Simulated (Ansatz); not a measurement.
Na:
```cif
data_Na
_chemical_formula_sum 'Na1'
_space_group_name_H-M_alt 'P 1'
_space_group_IT_number 1
_cell_length_a 3.53387
_cell_length_b 3.53387
_cell_length_c 3.53387
_cell_angle_alpha 109.471
_cell_angle_beta 109.471
_cell_angle_gamma 109.471
loop_
_space_group_symop_operation_xyz
  'x, y, z'
loop_
_atom_site_label
_atom_site_type_symbol
_atom_site_fract_x
_atom_site_fract_y
_atom_site_fract_z
_atom_site_occupancy
Na1 Na 0.00000 0.00000 0.00000 1
```

This is the PBE+D3(BJ)-relaxed structure.

Task: All from the program Ansatz at the PBE+D3(BJ) level (PAW), unless another level is named. Predict the Hill bulk and shear moduli.

Result: 8.9 and 3.2 GPa.

Task: And the elastic constants (relaxed ions, GPa)?

Result: C11 = 10.1, C12 = 8.3, C44 = 7.0.

Space group Im-3m (bcc (W type)). The PBE+D3(BJ) relaxation kept the symmetry of its start. The pairwise dispersion correction was not fitted to metals. As this level gives no gap, shear constants depend on the k-mesh and smearing (Fermi–Dirac, 0.1 eV here).

Potentials: the later of the program's two PAW sets.
